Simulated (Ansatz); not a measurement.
Rb$_{3}$InS$_{3}$:
```
Rb3InS3
1.0
    4.50250     6.84112     0.00000
   -4.50250     6.84112     0.00000
   -1.57183     0.00000     7.77151
Rb In S
6 2 6
Direct
  0.74532   0.74532   0.00000
  0.25468   0.25468   0.00000
  0.67875   0.67875   0.50000
  0.32125   0.32125   0.50000
  0.11231   0.88769   0.35502
  0.88769   0.11231   0.64498
  0.67576   0.32424   0.14805
  0.32424   0.67576   0.85195
  0.34605   0.94812   0.72461
  0.65395   0.05188   0.27539
  0.94812   0.34605   0.27539
  0.05188   0.65395   0.72461
  0.60052   0.39948   0.82240
  0.39948   0.60052   0.17760
```

DFT-r²SCAN in the program Ansatz with PAW potentials gives a gap of 2.80 eV without spin–orbit coupling, maximum at Y, minimum at Γ.

Problem. What happens when spin–orbit coupling is switched on?

Solution. The gap drops by 0.01 eV, to 2.79 eV; maximum at Y, minimum at Γ.

Space group C2/m. The workflow started from a Materials Project entry (that database holds measured and hypothetical structures alike); the Crystallography Open Database copy checked does not list it. Its standing as an ambient phase is unchecked. The cell was relaxed with r²SCAN under the symmetry of its start; whether a distortion lowers the energy is not shown.

Potentials: the later of the program's two PAW sets.
